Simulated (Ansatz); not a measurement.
## BaMg$_{6}$Cd under strains and displacements

Method: Ansatz 0.2.0, DFT PBE, scalar-relativistic, plane waves, PAW.

Cutoff 420 eV; k points 8×6×6 on the computed 8-atom cell (Γ-centred); Gaussian smearing, width 0.10 eV; no spin polarisation.

Reference cell:

```
Ba Mg Cd
1.0
     5.17015    0.00000    0.00000
     0.00000    3.53136    6.05841
     0.00000   -3.53136    6.05841
Ba Mg Cd
1 6 1
Direct
  0.00000 0.83085 0.83085
  0.00000 0.33709 0.82226
  0.00000 0.82226 0.33709
  0.00000 0.34033 0.34033
  0.50000 0.20540 0.65026
  0.50000 0.65026 0.20540
  0.50000 0.16689 0.16689
  0.50000 0.64692 0.64692
```

Each variant moves atoms of this cell by the vectors given, if any (Å), and then applies a symmetric strain (tensor components, Cartesian axes). The reference cell isn't relaxed at this level. Energies are per atom at zero smearing, counted from the reference cell. Pressure is positive in compression.

1. strain (xx yy zz yz xz xy, %) -2.17 0.30 -3.35 0.00 4.00 0.00; moves: Ba1 (0.051, 0.000, 0.000); Mg2 (-0.069, -0.032, -0.019); Mg3 (-0.069, 0.032, -0.019); Mg4 (-0.009, 0.000, -0.061); Mg5 (0.047, 0.064, 0.021); Mg6 (0.047, -0.064, 0.021); Mg7 (0.016, 0.000, -0.122); Cd8 (-0.015, 0.000, 0.180)
2. strain (xx yy zz yz xz xy, %) 0.59 3.87 1.15 0.00 0.00 0.00; moves: Ba1 (0.000, 0.000, -0.060); Mg2 (0.000, -0.009, -0.006); Mg3 (0.000, 0.009, -0.006); Mg4 (0.000, 0.000, -0.018); Mg5 (0.000, -0.008, 0.035); Mg6 (0.000, 0.008, 0.035); Mg7 (0.000, 0.000, -0.002); Cd8 (0.000, 0.000, 0.022)
3. strain (xx yy zz yz xz xy, %) 6.15 -1.38 -4.33 0.00 0.00 0.00; moves: Ba1 (0.000, 0.000, 0.054); Mg2 (0.000, -0.076, 0.023); Mg3 (0.000, 0.076, 0.023); Mg4 (0.000, 0.000, -0.077); Mg5 (0.000, 0.041, -0.036); Mg6 (0.000, -0.041, -0.036); Mg7 (0.000, 0.000, 0.014); Cd8 (0.000, 0.000, 0.033)
4. strain (xx yy zz yz xz xy, %) -4.70 -3.79 1.76 0.00 0.00 0.00; moves: Ba1 (0.000, 0.000, -0.418); Mg2 (0.000, 0.206, -0.020); Mg3 (0.000, -0.206, -0.020); Mg4 (0.000, 0.000, -0.027); Mg5 (0.000, -0.174, 0.083); Mg6 (0.000, 0.174, 0.083); Mg7 (0.000, 0.000, -0.079); Cd8 (0.000, 0.000, 0.397)

The reference cell has pressure 0.03 GPa, largest force 0.061 eV/Å and gap none (metal).

Task: Order the variants by energy, lowest first.

Result: 2 (10.3 meV/atom), 3 (16.6 meV/atom), 1 (36.8 meV/atom), 4 (170.0 meV/atom).

Task: Order them by pressure, highest first.

Result: 4 (4.17 GPa), 1 (2.08 GPa), 3 (-0.12 GPa), 2 (-1.14 GPa).

Spin-orbit coupling is left out, which matters for the bands of heavy elements.

Cost: 5 runs of about 7 core-minutes in all, on Arm Neoverse V1 (shared hosts).